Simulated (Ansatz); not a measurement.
The start is a randomly generated symmetric cell of Li (space group No. 12). Cell shape, volume and atoms are optimised at zero target pressure with r2SCAN (plane waves to 500 eV, PAW, scalar-relativistic; Ansatz, a program for electronic structure). The first steps use a coarse 9×9×7 k-mesh.

Starting cell:
```yaml
crystal:
  lattice:
    - [2.98949, -2.29989, 0.00000]
    - [2.98949, 2.29989, 0.00000]
    - [-1.72945, 0.00000, 4.94760]
  atoms:
    - { symbol: Li, position: [0.00000, 0.50000, 0.00000] }
    - { symbol: Li, position: [0.50000, 0.00000, 0.00000] }
    - { symbol: Li, position: [0.00000, 0.00000, 0.00000] }
```

By how much does the energy per atom fall from start to end?

About 1.7 eV/atom.

How does the volume per atom move from start to end?

+6.5 %, from 22.68 to 24.16 Å³/atom.

What band gap does the relaxed structure have at this level?

No gap (metallic).

Give the final cell and atomic positions.


```cif
data_Li3
_chemical_formula_sum 'Li3'
_space_group_name_H-M_alt 'Pm-3m'
_space_group_IT_number 221
_space_group_name_Hall '-P 4 2 3'
_cell_length_a 4.16943
_cell_length_b 4.16943
_cell_length_c 4.16943
_cell_angle_alpha 90.000
_cell_angle_beta 90.000
_cell_angle_gamma 90.000
loop_
_atom_site_label
_atom_site_type_symbol
_atom_site_symmetry_multiplicity
_atom_site_Wyckoff_symbol
_atom_site_fract_x
_atom_site_fract_y
_atom_site_fract_z
_atom_site_occupancy
Li1 Li 3 c 0.00000 0.50000 0.50000 1
```

Final values are on a 11×11×11 k-mesh of the relaxed cell. The start holds a very short contact (Li–Li 1.89 Å). No spin polarisation in the result.

The run could not lose the symmetry of its start; a randomly shaken copy of 6 atoms returns to this structure.

All atoms sit on sites fixed by symmetry, so only the cell could relax.

The relaxed structure here is a generated cell of Li: the first start was made by a random draw of sites in a space group, and the end was not matched to a known phase here, so it may be hypothetical. Known forms of Li include space group No. 229.
